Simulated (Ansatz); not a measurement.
Mg2Cu in space group I4/mcm (No. 140; Mg on 8h, Cu on 4a), DFT-PBEsol in the program Ansatz with PAW potentials, all energies at zero smearing, with the estimated change up to a 700 eV cutoff added, with one set of potentials and settings (totals compare only within such a set). Cell of 6 atoms (4 Mg, 2 Cu): -20826.290 eV.

```tsv
element	reference phase	E (eV/atom)
Mg	P6_3/mmc, 2 atoms in the cell	-1912.0511
Cu	Fm-3m, 1 atoms in the cell	-6588.7768
```

Formation energy per atom, worked out: (-20826.290 − 4×(-1912.0511) − 2×(-6588.7768))/6 = -0.089 eV/atom (-9 kJ per mol of atoms), at 0 K, without zero-point energy or fitted corrections.

The first step of the workflow began from a Materials Project structure, measured or hypothetical; the Crystallography Open Database copy checked does not list it. COD files the formula under space group No. 70. Its standing as an ambient phase is unchecked. The cell was relaxed with PBEsol under the symmetry of its start; whether a distortion lowers the energy is not shown. The run is not spin-polarised. The references are the lowest solids computed at this level, not always the standard phases.

Potentials: the later of the program's two PAW sets.
